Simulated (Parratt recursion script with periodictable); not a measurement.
## Surface roughness and fringe height: Hf on Si

| layer, from the top | thickness (Å) | density (g/cm³) | rms roughness of its top face (Å) | ρ (10⁻⁶ Å⁻²) | ρ″ (10⁻⁶ Å⁻²) |
|---|---|---|---|---|---|
| Hf | 400 | 13.313 | varied | 3.490 | 0.01300 |
| Si (substrate) | – | 2.313 | 2.7 | 2.059 | 2.358 × 10⁻⁵ |

ρ and ρ″ are the real and imaginary parts of the scattering length density. Vacuum lies above.

Densities are inputs, not measurements. They were set from computed cells of the Materials Project: Hf from entry mp-103 (P6₃/mmc, 13.313 g/cm³); Si from entry mp-149 (Fd-3m, 2.313 g/cm³). A layer's crystal structure does not enter its constants, only its composition and density.

Model: specular neutron reflectivity, Parratt recursion, Névot-Croce roughness, natural isotopes, no magnetic scattering. Program: Parratt recursion script with periodictable 1.7.1.

Neutron wavelength 4.1 Å. Q is scanned from 0.004 to 0.25 Å⁻¹ in 600 evenly spaced points, and the curve is smoothed with a Gaussian of 0.001 Å⁻¹ full width. A maximum is a scan point above both neighbours; its place and height come from a parabola through R at the three points.

The table follows two fringe maxima, those next to orders 5.5 and 12.5 of m = (d/2π)(Q² − 16πρ)^½, through runs that differ in the roughness σ₁ of the film surface alone.

```
σ₁ (Å)  Q of the first (Å⁻¹)      R there  Q of the second (Å⁻¹)      R there
------  --------------------  -----------  ---------------------  -----------
3.9                   0.0867  6.17 × 10⁻⁵                 0.1965  1.56 × 10⁻⁶
10                    0.0867            ?                 0.1963            ?
```

Task: Estimate the two heights for σ₁ = 10 Å.

Result: At a maximum the amplitudes from the film's two faces add: R ≈ (|r₁|g₁ + |r₂|g₂A)². Here q₀ = Q, qⱼ = (Q² − 16πρⱼ)^½ (1 film, 2 substrate), |r₁| = |q₀² − q₁²|/(q₀ + q₁)², |r₂| = |q₁² − q₂²|/(q₁ + q₂)² with the numerators taken from the constants, g₁ = exp(−q₀q₁σ₁²/2), g₂ = exp(−q₁q₂σ₂²/2), and A = exp(−8πρ″₁d/q₁) for absorption in the film.

Check on a shown row, σ₁ = 3.9 Å, second maximum: q₀ = 0.1965, q₁ = 0.1961, q₂ = 0.1962 Å⁻¹; |r₁| = 0.00114, |r₂| = 4.67 × 10⁻⁴; g₁ = 0.746, g₂ = 0.869, A = 0.999; R ≈ 1.58 × 10⁻⁶ against 1.56 × 10⁻⁶ in the table.

- σ₁ = 10 Å, first maximum: q₀ = 0.0867, q₁ = 0.0857, q₂ = 0.0861 Å⁻¹; |r₁| = 0.00590, |r₂| = 0.00244; g₁ = 0.690, g₂ = 0.973, A = 0.998; R ≈ 4.15 × 10⁻⁵.
- σ₁ = 10 Å, second maximum: q₀ = 0.1963, q₁ = 0.1959, q₂ = 0.1960 Å⁻¹; |r₁| = 0.00114, |r₂| = 4.68 × 10⁻⁴; g₁ = 0.146, g₂ = 0.869, A = 0.999; R ≈ 3.28 × 10⁻⁷.

The run gave 4.04 × 10⁻⁵ and 3.25 × 10⁻⁷; the estimates are 1.03 and 1.01 times these.
